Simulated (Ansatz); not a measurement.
A relaxation computed with Ansatz, from input to last step.

```yaml
crystal:
  lattice:
    - [-1.7569261872, 1.7569261872, 4.3099595529]
    - [1.7569261872, -1.7569261872, 4.3099595529]
    - [1.7569261872, 1.7569261872, -4.3099595529]
  atoms:
    - { symbol: Sn, position: [0.0, 0.0, 0.0] }
    - { symbol: Mo, position: [0.665, 0.665, 0.0] }
    - { symbol: Mo, position: [0.335, 0.335, 0.0] }
basis:
  ecutwfc: 420
kpoints:
  mp_grid: { grid: [8, 8, 8] }
hamiltonian:
  xc: pbe
scf:
  occupations: { method: gaussian, width: 0.1 }
  lower_state_search: "off"
output:
  forces: true
  stress: true
  eigenvalues: true
relax:
  adjacent_minimum: "off"
  f_tol: 0.04
  max_steps: 70
  cell: { stress_tol: 0.4 }
```

```bash
ansatz run input.yaml --threads 1 --pin off --max-ram 2560MiB --backend cpu --events-out ev --progress --plain --runs-dir out
```

Level of theory: Ansatz, DFT PBE, scalar-relativistic, plane waves, PAW.

Of 7 frames 7 are shown, positions in Å and forces in eV/Å; the SCF threshold varies from step to step. Steps run on the plane waves of an earlier cell, with a Pulay correction in the pressure. The basis is chosen afresh for the last frame, the zero of the energies, and at times for earlier ones too; energy and pressure step there, also at an unchanged geometry. The mark taken_back stands on steps that the optimiser undid.

```xyz
3
Lattice="-1.7569 1.7569 4.3100 1.7569 -1.7569 4.3100 1.7569 1.7569 -4.3100" Properties=species:S:1:pos:R:3:forces:R:3 pbc="T T T" step=1 free_energy_over_end_meV_per_atom=131.67 pressure_GPa=-2.95
Sn    0.0000    0.0000    0.0000    0.0000    0.0000    0.0000
Mo    0.0000    0.0000    5.7322    0.0000    0.0000    0.8244
Mo    0.0000    0.0000    2.8877    0.0000    0.0000   -0.8244
3
Lattice="-1.6712 1.6712 4.4751 1.6712 -1.6712 4.4751 1.6712 1.6712 -4.4751" Properties=species:S:1:pos:R:3:forces:R:3 pbc="T T T" step=2 free_energy_over_end_meV_per_atom=38.35 pressure_GPa=8.84
Sn    0.0000    0.0000    0.0000    0.0000    0.0000    0.0000
Mo    0.0000    0.0000    6.0714    0.0000    0.0000   -0.3792
Mo    0.0000    0.0000    2.8788    0.0000    0.0000    0.3792
3
Lattice="-1.6785 1.6785 4.6888 1.6785 -1.6785 4.6888 1.6785 1.6785 -4.6888" Properties=species:S:1:pos:R:3:forces:R:3 pbc="T T T" step=3 free_energy_over_end_meV_per_atom=6.93 pressure_GPa=-2.82
Sn    0.0000    0.0000    0.0000    0.0000    0.0000    0.0000
Mo    0.0000    0.0000    6.3654    0.0000    0.0000   -0.1085
Mo    0.0000    0.0000    3.0122    0.0000    0.0000    0.1085
3
Lattice="-1.6546 1.6546 4.7454 1.6546 -1.6546 4.7454 1.6546 1.6546 -4.7454" Properties=species:S:1:pos:R:3:forces:R:3 pbc="T T T" step=4 free_energy_over_end_meV_per_atom=0.94 pressure_GPa=0.14
Sn    0.0000    0.0000    0.0000    0.0000    0.0000    0.0000
Mo    0.0000    0.0000    6.4434    0.0000    0.0000   -0.2038
Mo    0.0000    0.0000    3.0475    0.0000    0.0000    0.2038
3
Lattice="-1.6480 1.6480 4.7617 1.6480 -1.6480 4.7617 1.6480 1.6480 -4.7617" Properties=species:S:1:pos:R:3:forces:R:3 pbc="T T T" step=5 free_energy_over_end_meV_per_atom=1.36 pressure_GPa=0.41 taken_back
Sn    0.0000    0.0000    0.0000    0.0000    0.0000    0.0000
Mo    0.0000    0.0000    6.4464    0.0000    0.0000    0.2663
Mo    0.0000    0.0000    3.0771    0.0000    0.0000   -0.2663
3
Lattice="-1.6524 1.6524 4.7545 1.6524 -1.6524 4.7545 1.6524 1.6524 -4.7545" Properties=species:S:1:pos:R:3:forces:R:3 pbc="T T T" step=6 free_energy_over_end_meV_per_atom=0.27 pressure_GPa=0.01
Sn    0.0000    0.0000    0.0000    0.0000    0.0000    0.0000
Mo    0.0000    0.0000    6.4481    0.0000    0.0000   -0.0037
Mo    0.0000    0.0000    3.0609    0.0000    0.0000    0.0037
3
Lattice="-1.6524 1.6524 4.7545 1.6524 -1.6524 4.7545 1.6524 1.6524 -4.7545" Properties=species:S:1:pos:R:3:forces:R:3 pbc="T T T" step=7 free_energy_over_end_meV_per_atom=0.00 pressure_GPa=0.03
Sn    0.0000    0.0000    0.0000    0.0000    0.0000    0.0000
Mo    0.0000    0.0000    6.4481    0.0000    0.0000   -0.0032
Mo    0.0000    0.0000    3.0609    0.0000    0.0000    0.0032
```

The start puts this composition into another compound's structure type, which needn't suit it. At the end the space group is I4/mmm (tolerance 0.05 Å).

Time: 30 s on 1 thread of Arm Neoverse V2, on a shared host, peak memory 0.37 GiB.

The k mesh is coarse.